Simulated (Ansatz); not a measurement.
# Al$_{2}$Cu, first-principles data

Al₂Cu:
```cif
data_Al8Cu4
_chemical_formula_sum 'Al8 Cu4'
_space_group_name_H-M_alt 'I4/mcm'
_space_group_IT_number 140
_space_group_name_Hall '-I 4 2c'
_cell_length_a 5.93613
_cell_length_b 5.93613
_cell_length_c 4.78106
_cell_angle_alpha 90.000
_cell_angle_beta 90.000
_cell_angle_gamma 90.000
loop_
_atom_site_label
_atom_site_type_symbol
_atom_site_symmetry_multiplicity
_atom_site_Wyckoff_symbol
_atom_site_fract_x
_atom_site_fract_y
_atom_site_fract_z
_atom_site_occupancy
Al1 Al 8 h 0.15951 0.34049 0.00000 1
Cu1 Cu 4 a 0.00000 0.00000 0.25000 1
```
(The calculation used a cell of 6 atoms; values per cell refer to that cell.)

Space group I4/mcm (No. 140); conventional cell a = 5.936 Å, b = 5.936 Å, c = 4.781 Å, α = 90.00°, β = 90.00°, γ = 90.00°.

Method: plane-wave PAW LDA (Ansatz code). The cell and atoms are relaxed at this level. Other levels are named where they apply.

**Cell and energy**

| Property | Result |
|---|---|
| Volume per atom | 14.04 Å³ |
| Density | 4.63 g/cm³ |
| Formation energy from the elements (no fitted shifts) | -18 kJ/mol-atom |

**Electronic structure**

| Quantity | Result |
|---|---|
| Electronic character | metallic (no gap) |
| Density of states at the Fermi level | 0.33 states/eV per atom (mean over ±0.08 eV) |

**Mechanics**

| Quantity | Result |
|---|---|
| Bulk modulus (Birch–Murnaghan fit) | 115 GPa |
| Pressure derivative B′ | 4.5 |

**Phonons**

| Property | Value |
|---|---|
| Highest zone-centre frequency | 41.1 meV |
| Zone-centre stability | no imaginary mode at Γ |

The LDA relaxation kept the symmetry of its start. No spin polarisation was allowed. As this level gives no gap, phonon frequencies hold no LO–TO term and depend on the k-mesh and smearing (Fermi–Dirac, 0.1 eV here). Axis ratios of metals converge slowly with the k-mesh, so a and c are less sure than the volume. The references are the lowest solids computed at this level, not always the standard phases.

Potentials: the later of the program's two PAW sets.
